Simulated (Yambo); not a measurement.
Yambo run on K₂AgAlCl₆ (space group Fm-3m, No. 225). The wavefunctions are PBEsol (pw.x of Quantum ESPRESSO, ONCV potentials, without SOC) ones on a 2×2×2 mesh (41 occupied bands); a = b = c = 7.1736 Å, α = β = γ = 60.00°.

Yambo input:

```
rim_cut
gw0
dyson
el_el_corr
HF_and_locXC
ppa
em1d
RandQpts= 1000000
RandGvec= 1 Ry
EXXRLvcs= 82 Ry
VXCRLvcs= 328 Ry
Chimod= "HARTREE"
% BndsRnXp
 5 | 372 |
%
NGsBlkXp= 7 Ry
% LongDrXp
 1.0 | 1.0 | 1.0 |
%
PPAPntXp= 27.2114 eV
% GbndRnge
 1 | 239 |
%
GTermKind= "none"
DysSolver= "n"
ExtendOut
% QPkrange
 1 | 1 | 41 | 42 |
%
```

k points by index: 1 = Γ.

Table of the .qp output:

```
#    K-point    Band    Eo [eV]    E [eV]    E-Eo [eV]    Vxc [eV]    Vnlxc [eV]    Sc|Eo [eV]    Sc|E [eV]    dSc/dw|Eo [eV]    Re(Z)    Im(Z)
#
    1    41    0.000000    -0.998430    -0.998430    -20.44472    -25.45705    3.765814    4.013895    -6.760324    0.800999    -0.001341
    1    42    2.086874    3.265969    1.179095    -11.20964    -6.701325    -3.093317    -3.329224    -5.443879    0.833291    -0.001116
```
(The two width columns are left out.) Convergence of these settings isn't established.

Geometry of the Materials Project entry, not relaxed at this level.

The structure is a Materials Project entry; no match was found in the copy of COD used, and its stability was not checked.
